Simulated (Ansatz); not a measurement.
A geometry of PtSe₂ away from equilibrium: step 2 of the relaxation of a relaxed PtSe2 cell, doubled along one cell vector, shaken by Gaussian noise of σ = 0.08 Å a coordinate. Computed with PBE (plane waves to 420 eV, PAW, scalar-relativistic; Ansatz, a quantum-chemistry and plane-wave program). Γ-centred k-mesh 7×7×1 on the run's cell (coarser than for final values), Fermi–Dirac smearing 0.05 eV.

```
CELL_PARAMETERS angstrom
      3.74210     0.00312     0.00029
     -1.86835     3.22427     0.03332
      0.00200     0.26312    25.29562
ATOMIC_POSITIONS crystal
  Se 0.30937 0.63817 0.46760
  Se 0.33200 0.64069 0.96873
  Se 0.66991 0.33816 0.21477
  Se 0.67105 0.33502 0.71494
  Se 0.01742 0.01663 0.11267
  Se 0.01570 0.02598 0.61437
  Se 0.98971 0.98528 0.36382
  Se 0.00732 0.99324 0.86928
  Pt 0.34383 0.68041 0.16525
  Pt 0.33999 0.67939 0.66343
  Pt 0.65425 0.31491 0.41489
  Pt 0.66321 0.30900 0.91800
```

Question: Which atoms carry the largest force, and which way does it point?

Answer: 0.97 eV/Å, on Se8 (atoms numbered as listed); on Se8 its components are (-0.05, -0.23, -0.94).

Question: What is the pressure?

Answer: +2.4 GPa, compression positive.

Question: How much energy per atom can still be gained by relaxing?

Answer: 0.01 eV/atom; the path ends in P3m1 (No. 156) at a tolerance of 0.01 Å, P6₃mc (No. 186) at 0.1 Å.

No spin polarisation in the result. No dispersion correction is included, so spacings between layers, chains or molecules are soft and tend to come out too large.

The end of the path is a generated cell of PtSe2: the first start was made by placing the elements on the sites of a structure type, and the end was not matched to a known phase here, so it may be hypothetical. Known forms of PtSe2 include space group No. 164.
